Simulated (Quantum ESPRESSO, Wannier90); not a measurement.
# SiO$_{2}$ (P6₂22): Wannier90 run

Structure: Materials Project mp-6922, symmetrised, not relaxed again. COD (Crystallography Open Database) has the formula in 34 space groups, this one among them (matched by group alone). Level: PBEsol, no spin polarisation, no spin-orbit coupling; pw.x of Quantum ESPRESSO at 68 Ry with PseudoDojo potentials, 6×6×4 k-points, Wannier90. Density: 12×12×6 mesh, cold smearing 0.01 Ry.

On the energy scale of pw.x, whose zero is arbitrary, the valence-band maximum lies at 1.77 eV.

Input w.win:

```
num_bands = 12
num_wann = 12
exclude_bands = 1-12,25-53
num_iter = 1000
conv_tol = 1.0e-6
conv_window = 4
write_hr = true
write_u_matrices = true
auto_projections = true
begin unit_cell_cart
ang
    5.0610902118    0.0000000000    0.0000000000
   -2.5305451059    4.3830326943    0.0000000000
    0.0000000000    0.0000000000    5.5405000000
end unit_cell_cart
begin atoms_frac
Si   0.0000000000  0.5000000000 -0.3333333333
Si   0.5000000000  0.0000000000  0.0000000000
Si   0.5000000000  0.5000000000  0.3333333333
O   -0.2086300000 -0.4172600000  0.5000000000
O    0.2086300000 -0.2086300000 -0.1666666667
O    0.4172600000  0.2086300000  0.1666666667
O    0.2086300000  0.4172600000  0.5000000000
O   -0.2086300000  0.2086300000 -0.1666666667
O   -0.4172600000 -0.2086300000  0.1666666667
end atoms_frac
mp_grid = 6 6 4
begin kpoints
0.0000000000 0.0000000000 0.0000000000
0.0000000000 0.0000000000 0.2500000000
0.0000000000 0.0000000000 0.5000000000
... (141 more lines: the 6x6x4 mesh through Gamma)
end kpoints
```

Input of pw2wannier90.x that gives the overlap and projection files (equivalent; here they were cut from one run over all bands):

```
&inputpp
  outdir = './out'
  prefix = 'pwscf'
  seedname = 'w'
  write_amn = .true.
  write_mmn = .true.
  scdm_proj = .true.
  scdm_entanglement = 'isolated'
/
```

Output w.wout (banner and timings cut):

```
                                    ------
                                    SYSTEM
                                    ------

                              Lattice Vectors (Ang)
                    a_1     5.061090   0.000000   0.000000
                    a_2    -2.530545   4.383033   0.000000
                    a_3     0.000000   0.000000   5.540500

                   Unit Cell Volume:     122.90449  (Ang^3)

                        Reciprocal-Space Vectors (Ang^-1)
                    b_1     1.241469   0.716762  -0.000000
                    b_2     0.000000   1.433525   0.000000
                    b_3     0.000000  -0.000000   1.134047

 *----------------------------------------------------------------------------*
 |   Site       Fractional Coordinate          Cartesian Coordinate (Ang)     |
 +----------------------------------------------------------------------------+
 | si   1  -0.00000   0.50000  -0.33333   |   -1.26527   2.19152  -1.84683    |
 | si   2   0.50000   0.00000   0.00000   |    2.53055   0.00000   0.00000    |
 | si   3   0.50000   0.50000   0.33333   |    1.26527   2.19152   1.84683    |
 | o    1  -0.20863  -0.41726   0.50000   |    0.00000  -1.82886   2.77025    |
 | o    2   0.20863  -0.20863  -0.16667   |    1.58384  -0.91443  -0.92342    |
 | o    3   0.41726   0.20863   0.16667   |    1.58384   0.91443   0.92342    |
 | o    4   0.20863   0.41726   0.50000   |    0.00000   1.82886   2.77025    |
 | o    5  -0.20863   0.20863  -0.16667   |   -1.58384   0.91443  -0.92342    |
 | o    6  -0.41726  -0.20863   0.16667   |   -1.58384  -0.91443   0.92342    |
 *----------------------------------------------------------------------------*
                                ------------
                                K-POINT GRID
                                ------------

             Grid size =  6 x  6 x  4      Total points =  144

 *---------------------------------- MAIN ------------------------------------*
 |  Number of Wannier Functions               :                12             |
 |  Number of Objective Wannier Functions     :                12             |
 |  Number of input Bloch states              :                12             |
 |  Output verbosity (1=low, 5=high)          :                 1             |
 |  Timing Level (1=low, 5=high)              :                 1             |
 |  Optimisation (0=memory, 3=speed)          :                 3             |
 |  Length Unit                               :               Ang             |
 |  Post-processing setup (write *.nnkp)      :                 F             |
 |  Using Gamma-only branch of algorithms     :                 F             |
 *----------------------------------------------------------------------------*
 *------------------------------- WANNIERISE ---------------------------------*
 |  Total number of iterations                :              1000             |
 |  Number of CG steps before reset           :                 5             |
 |  Trial step length for line search         :             2.000             |
 |  Convergence tolerence                     :         0.100E-05             |
 |  Convergence window                        :                 4             |
 |  Iterations between writing output         :                 1             |
 |  Iterations between backing up to disk     :               100             |
 |  Write r^2_nm to file                      :                 F             |
 |  Write xyz WF centres to file              :                 F             |
 |  Write on-site energies <0n|H|0n> to file  :                 F             |
 |  Use guiding centre to control phases      :                 F             |
 |  Use phases for initial projections        :                 F             |
 *----------------------------------------------------------------------------*
 *-------------------------------- PLOTTING ----------------------------------*
 |  Plotting Hamiltonian in WF basis          :                 T             |
 *----------------------------------------------------------------------------*

 *---------------------------------- K-MESH ----------------------------------*
 +----------------------------------------------------------------------------+
 |                    Distance to Nearest-Neighbour Shells                    |
 |                    ------------------------------------                    |
 |          Shell             Distance (Ang^-1)          Multiplicity         |
 |          -----             -----------------          ------------         |
 |             1                   0.238921                      6            |
 |             2                   0.283512                      2            |
 |             3                   0.370759                     12            |
 |             4                   0.413823                      6            |
 |             5                   0.477842                      6            |
 |             6                   0.501626                     12            |
 |             7                   0.555618                     12            |
 |             8                   0.567023                      2            |
       ... (lines left out)
 +----------------------------------------------------------------------------+
 | The b-vectors are chosen automatically                                     |
 | The following shells are used:                       1,  2                 |
 +----------------------------------------------------------------------------+
 |                        Shell   # Nearest-Neighbours                        |
 |                        -----   --------------------                        |
 |                          1               6                                 |
 |                          2               2                                 |
 +----------------------------------------------------------------------------+
 | Completeness relation is fully satisfied [Eq. (B1), PRB 56, 12847 (1997)]  |
 +----------------------------------------------------------------------------+
 |                  b_k Vectors (Ang^-1) and Weights (Ang^2)                  |
 |                  ----------------------------------------                  |
 |            No.         b_k(x)      b_k(y)      b_k(z)        w_b           |
 |            ---        --------------------------------     --------        |
 |             1         0.000000    0.238921    0.000000     5.839436        |
 |             2         0.206911    0.119460    0.000000     5.839436        |
 |             3         0.000000   -0.238921    0.000000     5.839436        |
 |             4         0.206911   -0.119460    0.000000     5.839436        |
 |             5        -0.206911   -0.119460    0.000000     5.839436        |
 |             6        -0.206911    0.119460    0.000000     5.839436        |
 |             7         0.000000    0.000000    0.283512     6.220541        |
 |             8         0.000000    0.000000   -0.283512     6.220541        |
 +----------------------------------------------------------------------------+
 |                           b_k Directions (Ang^-1)                          |
 |                           -----------------------                          |
 |            No.           x           y           z                         |
 |            ---        --------------------------------                     |
 |             1         0.000000    0.238921    0.000000                     |
 |             2         0.206911    0.119460    0.000000                     |
 |             3         0.206911   -0.119460    0.000000                     |
 |             4         0.000000    0.000000    0.283512                     |
 +----------------------------------------------------------------------------+

 Starting a new Wannier90 calculation ...

 Reading overlaps from w.mmn

 Reading projections from w.amn

 *------------------------------- WANNIERISE ---------------------------------*
 +--------------------------------------------------------------------+<-- CONV
 | Iter  Delta Spread     RMS Gradient      Spread (Ang^2)            |<-- CONV
 +--------------------------------------------------------------------+<-- CONV

 ------------------------------------------------------------------------------
 Initial State
  WF centre and spread    1  (  1.597733, -0.930522, -0.924897 )     1.21778861
  WF centre and spread    2  (  0.006990,  1.848938, -2.771730 )     1.21778861
  WF centre and spread    3  ( -1.604722, -0.918416,  0.921936 )     1.21778861
  WF centre and spread    4  ( -1.597733,  0.930522, -0.924897 )     1.21778861
  WF centre and spread    5  (  1.604722,  0.918416,  0.921936 )     1.21778861
  WF centre and spread    6  ( -0.006990, -1.848938, -2.771730 )     1.21778861
  WF centre and spread    7  ( -0.007524,  1.888535, -2.768876 )     1.21912521
  WF centre and spread    8  ( -1.631758, -0.950783,  0.924791 )     1.21912521
  WF centre and spread    9  (  1.639281, -0.937752, -0.922043 )     1.21912521
  WF centre and spread   10  (  0.007524, -1.888535, -2.768876 )     1.21912521
  WF centre and spread   11  (  1.631758,  0.950783,  0.924791 )     1.21912521
  WF centre and spread   12  ( -1.639281,  0.937752, -0.922043 )     1.21912521
  Sum of centres and spreads ( -0.000000, -0.000000,-11.081639 )    14.62148290

      0     0.146E+02     0.0000000000       14.6214828830  <-- CONV
        O_D=      0.0100474 O_OD=      0.5083721 O_TOT=     14.6214829 <-- SPRD
 ------------------------------------------------------------------------------
      1    -0.217E+00     0.3189373041       14.4049718130  <-- CONV
        O_D=      0.0078508 O_OD=      0.2940575 O_TOT=     14.4049718 <-- SPRD
      2    -0.677E-01     0.2299926314       14.3372381622  <-- CONV
        O_D=      0.0059695 O_OD=      0.2282052 O_TOT=     14.3372382 <-- SPRD
      3    -0.326E-01     0.2047029345       14.3046412761  <-- CONV
        O_D=      0.0058344 O_OD=      0.1957434 O_TOT=     14.3046413 <-- SPRD
      4    -0.175E-01     0.1611612375       14.2871345956  <-- CONV
        O_D=      0.0042518 O_OD=      0.1798194 O_TOT=     14.2871346 <-- SPRD
      5    -0.578E-02     0.1019902215       14.2813537371  <-- CONV
        O_D=      0.0038605 O_OD=      0.1744298 O_TOT=     14.2813537 <-- SPRD
       ... (lines left out)
     17    -0.257E-06     0.0006758243       14.2792696924  <-- CONV
        O_D=      0.0037790 O_OD=      0.1724273 O_TOT=     14.2792697 <-- SPRD
     18    -0.854E-07     0.0003817868       14.2792696070  <-- CONV
        O_D=      0.0037790 O_OD=      0.1724272 O_TOT=     14.2792696 <-- SPRD
     19    -0.360E-07     0.0002874942       14.2792695710  <-- CONV
        O_D=      0.0037790 O_OD=      0.1724272 O_TOT=     14.2792696 <-- SPRD
             <<<     Delta < 1.000E-06  over  4 iterations     >>>
             <<< Wannierisation convergence criteria satisfied >>>
 Final State
  WF centre and spread    1  (  1.598789, -0.930255, -0.926048 )     1.19634295
  WF centre and spread    2  (  0.006230,  1.849719, -2.772882 )     1.19634295
  WF centre and spread    3  ( -1.605018, -0.919464,  0.920785 )     1.19634295
  WF centre and spread    4  ( -1.598789,  0.930255, -0.926048 )     1.19634295
  WF centre and spread    5  (  1.605018,  0.919464,  0.920785 )     1.19634295
  WF centre and spread    6  ( -0.006230, -1.849719, -2.772882 )     1.19634295
  WF centre and spread    7  ( -0.006251,  1.886869, -2.767612 )     1.18353532
  WF centre and spread    8  ( -1.630951, -0.948848,  0.926054 )     1.18353532
  WF centre and spread    9  (  1.637202, -0.938021, -0.920779 )     1.18353532
  WF centre and spread   10  (  0.006251, -1.886869, -2.767612 )     1.18353532
  WF centre and spread   11  (  1.630951,  0.948848,  0.926054 )     1.18353532
  WF centre and spread   12  ( -1.637202,  0.938021, -0.920779 )     1.18353532
  Sum of centres and spreads ( -0.000000, -0.000000,-11.080964 )    14.27926959

         Spreads (Ang^2)       Omega I      =    14.103063438
        ================       Omega D      =     0.003778954
                               Omega OD     =     0.172427179
    Final Spread (Ang^2)       Omega Total  =    14.279269571
```
